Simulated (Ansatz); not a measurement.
Values for one crystal, relaxed and computed with r²SCAN in the plane-wave PAW code Ansatz; other levels are named.

| Quantity | Result |
|---|---|
| Volume per atom | 37.69 Å³ |
| Band gap | 2.17 eV (indirect) |
| Smallest direct gap on the standard path | 2.91 eV |
| Hole effective mass, band 1 of 3 at the edge | 0.96 along [100], 0.96 along [110], 0.67 along [111] (mₑ) |
| Hole effective mass with spin–orbit coupling, band 1 of 2 at the edge | 0.88 along [100], 0.66 along [110], 0.61 along [111] (mₑ) |
| Conduction-band minimum | at X (3 equivalent valleys) |
| Hole effective mass with spin–orbit coupling, band 2 of 2 at the edge | 0.21 along [100], 0.23 along [110], 0.24 along [111] (mₑ) |

**Question.** Pick the material that matches.
A) SrTe, rock salt
B) SrO, rock salt
C) MgO, rock salt
D) KCl, rock salt

**Answer.** A, SrTe, rock salt

Space group Fm-3m (rock salt). The r²SCAN relaxation kept the symmetry of its start. Scalar-relativistic: spin–orbit coupling is off unless named, which matters more the heavier the elements.

Potentials: the later of the program's two PAW sets.
